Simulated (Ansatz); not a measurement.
These are results of DFT PBE, scalar-relativistic, plane waves, PAW in Ansatz 0.2.0, not measurements. Settings: cutoff 420 eV, Γ-centred meshes spaced at most about 0.3 Å⁻¹, and about 0.25 Å⁻¹ or finer for metals (2π included), Gaussian smearing. Collinear spin in cells that started with moments and kept them past the coarse steps, no spin elsewhere.

Temperature and zero-point effects are left out.

Two forms of Si₃NiMo were relaxed alike.

A. (no spin)

```
CELL_PARAMETERS angstrom
4.80247 0.00000 0.00000
-2.40123 4.15906 0.00000
0.00000 0.00000 4.58127
ATOMIC_POSITIONS crystal
Si 0.50000 0.00000 0.50000
Si 0.00000 0.50000 0.50000
Si 0.50000 0.50000 0.50000
Ni 0.00000 0.00000 0.50000
Mo 0.00000 0.00000 0.00000
```

B. (site moments Mo 2.1 μB)

```
CELL_PARAMETERS angstrom
4.33481 0.00000 0.00000
0.00000 4.33481 0.00000
0.00000 0.00000 4.33481
ATOMIC_POSITIONS crystal
Si 0.50000 0.00000 0.00000
Si 0.00000 0.50000 0.00000
Si 0.00000 0.00000 0.50000
Ni 0.00000 0.00000 0.00000
Mo 0.50000 0.50000 0.50000
```

Question: Which would you expect to be lower, and how large is the difference?

Answer: B is lower, by 0.34 eV/atom. A has space group P6/mmm (No. 191), 18.3 Å³/atom and no gap on its mesh; B has the antiperovskite type, space group Pm-3m (No. 221), 16.3 Å³/atom and no gap. Counting Si atoms around Mo and Ni (those within 1.25 times the shortest such distance or 1.15 times the sum of covalent radii; the shortest distance is added where it is long for a bond), A has Ni 6, Mo 12 from 3.3 Å and B has Ni 6, Mo 12. A holds Si–Si nets (shortest 2.40 Å); in B the shortest Si–Si distance is 3.07 Å. Their magnetic states differ too, which can make part of the margin. The denser one is the lower, and pressure would at first widen the difference. Even the lower one lies +0.82 eV/atom against the reference forms of the elements (uncorrected), so neither is stable at this level. In A, Si is surrounded by 2 Ni at 2.40 Å and 4 Si at 2.40 Å; Ni is surrounded by 2 Mo at 2.29 Å and 6 Si at 2.40 Å; Mo is surrounded by 2 Ni at 2.29 Å. In B, Si is surrounded by 2 Ni at 2.17 Å, 4 Mo at 3.07 Å and 8 Si at 3.07 Å; Ni has 6 Si at 2.17 Å; around Mo lie 12 Si at 3.07 Å. Both come from invented guesses.

Another magnetic order may lie lower. Trial moments died out on the coarse mesh in P6/mmm; another magnetic start might hold. Cells relaxed within their symmetry can be saddle points.
